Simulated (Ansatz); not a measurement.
Input file for Ansatz (an electronic-structure program):

Ansatz 0.2 input:
```yaml
crystal:
  lattice:
    - [0.0, 4.1366576178, 4.4456701089]
    - [2.4603422073, 0.0, 4.4456701089]
    - [2.4603422073, 4.1366576178, 0.0]
  atoms:
    - { symbol: Al, position: [0.0830156482, 0.4169843518, 0.0830156482] }
    - { symbol: Al, position: [0.4169843518, 0.0830156482, 0.4169843518] }
    - { symbol: Al, position: [0.1669843518, 0.8330156482, 0.1669843518] }
    - { symbol: Al, position: [0.8330156482, 0.1669843518, 0.8330156482] }
    - { symbol: W, position: [0.75, 0.75, 0.75] }
    - { symbol: W, position: [0.5, 0.5, 0.5] }
kpoints:
  mp_grid: { grid: [8, 8, 8] }
  band_path:
    path:
      - [[0.0, 0.0, 0.0], [0.5, 0.0, 0.5], [1.0, 0.5, 0.5], [0.5, 0.5, 0.0], [0.0, 0.0, 0.0], [0.0, 0.4150062049, 0.4150062049]]  # Γ-Y-T-Z-Γ-Σ_0
      - [[1.0, 0.5849937951, 0.5849937951], [1.0, 0.5, 0.5]]  # U_0-T
      - [[0.5, 0.0, 0.5], [0.5, 0.2381330653, 0.7381330653]]  # Y-C_0
      - [[0.5, 0.7618669347, 0.2618669347], [0.5, 0.5, 0.0]]  # A_0-Z
      - [[0.0, 0.0, 0.0], [0.5, 0.5, 0.5]]  # Γ-L
    npoints: 8
basis: { xc_grid: 2 }
hamiltonian:
  xc: pbesol
  pseudopotentials: { kind: paw }
magnetization: { noncollinear: true, spin_orbit: true }
scf:
  n_extra_bands: 12
  convergence: { dr2_threshold: 0.0000000001 }
  occupations: { method: gaussian, width: 0.05 }
output: { eigenvalues: true }
```

Output (shortened):

```
Pseudopotential: Al, paw_fr, valence charge 3
Pseudopotential: W, paw_fr, valence charge 14
Functional definition: PBEsol
non-collinear run that drives no moment, with spin-orbit …
Crystal: 6 atoms, lattice volume = 90.492 Å³
Basis set: ecut = 420 eV, 1755 PW (Γ), exchange–correlation on 90×72×72 points (8 copies of the dense FFT grid, shifted against one another)
Bands: 52, of which v1, the nominal top of the filled ones, is band 40 counted from 1 (39 counted from 0)
Symmetry: 8 space group operations + 8 with time reversal
k-points: 95 of 512
Projection manifold: j_resolved (fully-relativistic pseudo-atomic orbitals)
SCF iter   1: F=—  HF=-22661.034960 eV  |F-HF|=—  |Δ(HF+E_count)|=         —  Δρ=5.34e-2  dr2=3.47e0  dr2_m=0.00e0 (ungated)  ethr=3.10e-3  |M|=0.00e0 ∫|m|=0.00e0 μB  |m|>n=0.0e0 m-floor=0.0e0 τ_xc=0.0e0  β_m=0.30  ⟨swp⟩=6.5  Hψ=12877  notcnv=0  defer=72
preconditioner: auto → Kerker (q_TF=auto, 2.381 Å⁻¹)
spin=Noncollinear: Kerker preconditioning applied to the charge; magnetization (m_x, m_y, m_z) channels mix plain (no charge-response kernel on spin).
SCF iter   2: F=—  HF=-22660.365260 eV  |F-HF|=—  |Δ(HF+E_count)|=   6.70e-1  Δρ=3.43e-2  dr2=1.21e0  dr2_m=0.00e0 (ungated)  ethr=3.10e-3  |M|=0.00e0 ∫|m|=0.00e0 μB  |m|>n=0.0e0 m-floor=0.0e0 τ_xc=0.0e0  β_m=0.53  ⟨swp⟩=2.3  Hψ=3687  notcnv=0  defer=658
SCF iter   3: F=—  HF=-22660.000150 eV  |F-HF|=—  |Δ(HF+E_count)|=   3.65e-1  Δρ=9.81e-3  dr2=1.18e-1  dr2_m=0.00e0 (ungated)  ethr=3.02e-3  |M|=0.00e0 ∫|m|=0.00e0 μB  |m|>n=0.0e0 m-floor=0.0e0 τ_xc=0.0e0  β_m=0.76  ⟨swp⟩=2.5  Hψ=3382  notcnv=0  defer=658
SCF iter   4: F=—  HF=-22659.965442 eV  |F-HF|=—  |Δ(HF+E_count)|=   3.47e-2  Δρ=3.69e-3  dr2=1.85e-2  dr2_m=0.00e0 (ungated)  ethr=2.95e-4  |M|=0.00e0 ∫|m|=0.00e0 μB  |m|>n=0.0e0 m-floor=0.0e0 τ_xc=0.0e0  β_m=0.85  ⟨swp⟩=2.1  Hψ=3939  notcnv=0  defer=668
SCF iter   5: F=—  HF=-22659.960670 eV  |F-HF|=—  |Δ(HF+E_count)|=   4.77e-3  Δρ=3.74e-4  dr2=1.42e-4  dr2_m=0.00e0 (ungated)  ethr=4.62e-5  |M|=0.00e0 ∫|m|=0.00e0 μB  |m|>n=0.0e0 m-floor=0.0e0 τ_xc=0.0e0  β_m=0.93  ⟨swp⟩=2.5  Hψ=3691  notcnv=0  defer=652
SCF iter   6: F=—  HF=-22659.960612 eV  |F-HF|=—  |Δ(HF+E_count)|=   5.80e-5  Δρ=5.98e-5  dr2=3.01e-6  dr2_m=0.00e0 (ungated)  ethr=3.55e-7  |M|=0.00e0 ∫|m|=0.00e0 μB  |m|>n=0.0e0 m-floor=0.0e0 τ_xc=0.0e0  β_m=0.96  ⟨swp⟩=2.1  Hψ=3191  notcnv=0  defer=652
SCF iter   7: F=—  HF=-22659.960600 eV  |F-HF|=—  |Δ(HF+E_count)|=   1.15e-5  Δρ=1.01e-5  dr2=1.05e-7  dr2_m=0.00e0 (ungated)  ethr=7.53e-9  |M|=0.00e0 ∫|m|=0.00e0 μB  |m|>n=0.0e0 m-floor=0.0e0 τ_xc=0.0e0  β_m=0.98  ⟨swp⟩=2.2  Hψ=3740  notcnv=0  defer=652
SCF iter   8: F=—  HF=-22659.960600 eV  |F-HF|=—  |Δ(HF+E_count)|=   4.01e-8  Δρ=1.81e-6  dr2=3.55e-9  dr2_m=0.00e0 (ungated)  ethr=2.62e-10  |M|=0.00e0 ∫|m|=0.00e0 μB  |m|>n=0.0e0 m-floor=0.0e0 τ_xc=0.0e0  β_m=0.99  ⟨swp⟩=2.4  Hψ=3525  notcnv=0  defer=652
SCF iter   9: F=-22659.960600 eV  HF=-22659.960600 eV  |F-HF|=7.28e-12  |Δ(HF+E_count)|=  8.69e-10  Δρ=2.42e-7  dr2=4.19e-11  dr2_m=0.00e0 (ungated)  ethr=1.00e-12  |M|=0.00e0 ∫|m|=0.00e0 μB  |m|>n=0.0e0 m-floor=0.0e0 τ_xc=0.0e0  ⟨swp⟩=10.3  Hψ=10362  notcnv=0…
SCF 1 converged in 9 iterations: F = -22659.960600 eV  dr2 = 4.19e-11
NSCF: frozen V_eff on 77 k-points
SCF converged after 9 iterations
Magnetization: |M| = 0.0000 μB,  M = (+0.0000, +0.0000, +0.0000) μB
Absolute magnetization: 0.0000 μB (∫|m|)
  site 0: m = (+0.0000, +0.0000, +0.0000) μB, |m| = 0.0000 μB  (R = 1.09 Å)
  site 1: m = (+0.0000, +0.0000, +0.0000) μB, |m| = 0.0000 μB  (R = 1.09 Å)
  site 2: m = (+0.0000, +0.0000, +0.0000) μB, |m| = 0.0000 μB  (R = 1.09 Å)
  site 3: m = (+0.0000, +0.0000, +0.0000) μB, |m| = 0.0000 μB  (R = 1.09 Å)
  site 4: m = (+0.0000, +0.0000, +0.0000) μB, |m| = 0.0000 μB  (R = 1.09 Å)
  site 5: m = (+0.0000, +0.0000, +0.0000) μB, |m| = 0.0000 μB  (R = 1.09 Å)
Free energy (F): -22659.960600 eV
Harris-Foulkes:  -22659.960600 eV  (|F-HF|=7.28e-12)
Internal energy: -22659.956884 eV  (E = F + TS)
E sigma→0 (E₀):  -22659.958742 eV
Entropy (-TS):   -0.003716 eV (-0.619 meV/atom)
Fermi energy:    12.822459 eV
--- Per-component energies (eV) ---
  E_band       = -312.079669
  E_kinetic    = 998.297712
  E_local      = -2209.886134  (includes V_loc(G=0)·N_el)
  E_nonlocal   = 41.237604
  E_hartree    = 861.580679
  E_xc         = -689.536293
  E_vxc        = -596.337861  (∫ρ·V_xc dr)
  E_paw        = -18733.480567  (= ΣΔE_a)
  E_vpaw       = -268.552339  (= ΣTr[D̂ρ^β])
  E_aug_tail   = -0.000141  (compensation charges beyond the density's cutoff)
  E_ewald      = -2928.699631
  E_core_change = 0.529887  (= ΣΔE_core)
  E_smearing   = -0.003716  (= −TS)
  E_closure    = 0.000000  (closes the sum)
  Σ components = -22659.960600   (vs F -22659.960600, Δ=0.00e0)
  [band-id]    e_kinetic+e_local+e_nonlocal+2·e_hartree+e_vxc+e_vpaw+e_augmentation_tail = -312.079801   (vs E_band -312.079669, Δ=-1.32e-4)
--- Band table (eV; the first three rows and the last of 95) ---
  k-point 0: bands = ["-60.2109", "-60.2109", "-60.2001", "-60.2001", "-31.7188", "-31.7188", "-31.6736", "-31.6736", "-22.0339", "-22.0339", "-21.9159", "-21.9159", "-21.8809", "-21.8809", "-21.8507", "-21.8507", "2.5232", "2.5232", "7.6656", "7.6656", …
  k-point 1: bands = ["-60.2106", "-60.2106", "-60.2004", "-60.2004", "-31.7176", "-31.7176", "-31.6750", "-31.6750", "-22.0308", "-22.0308", "-21.9195", "-21.9195", "-21.8804", "-21.8804", "-21.8518", "-21.8518", "2.7089", "2.7089", "7.6539", "7.6539", …
  k-point 2: bands = ["-60.2097", "-60.2097", "-60.2012", "-60.2012", "-31.7142", "-31.7142", "-31.6787", "-31.6787", "-22.0227", "-22.0227", "-21.9279", "-21.9279", "-21.8822", "-21.8822", "-21.8526", "-21.8526", "3.2533", "3.2533", "7.4773", "7.4773", …
  k-point 94: bands = ["-60.2054", "-60.2054", "-60.2054", "-60.2054", "-31.6966", "-31.6966", "-31.6966", "-31.6966", "-21.9705", "-21.9705", "-21.9705", "-21.9705", "-21.8732", "-21.8732", "-21.8732", "-21.8732", "4.5639", "4.5639", "4.5639", "4.5639", …
```

Cost: about 2.4 core-minutes (a rough figure) on shared cores.

Space group Fddd. The start of the workflow was typed in or built on a structure type; neither database checked (COD, Materials Project) lists it. Whether it is the stable phase at ambient conditions was not checked. The cell was relaxed with PBEsol under the symmetry of its start; its stability against distortions is not shown here. The run is not spin-polarised.

Potentials: the later of the program's two PAW sets.

Ansatz is a plane-wave DFT program.
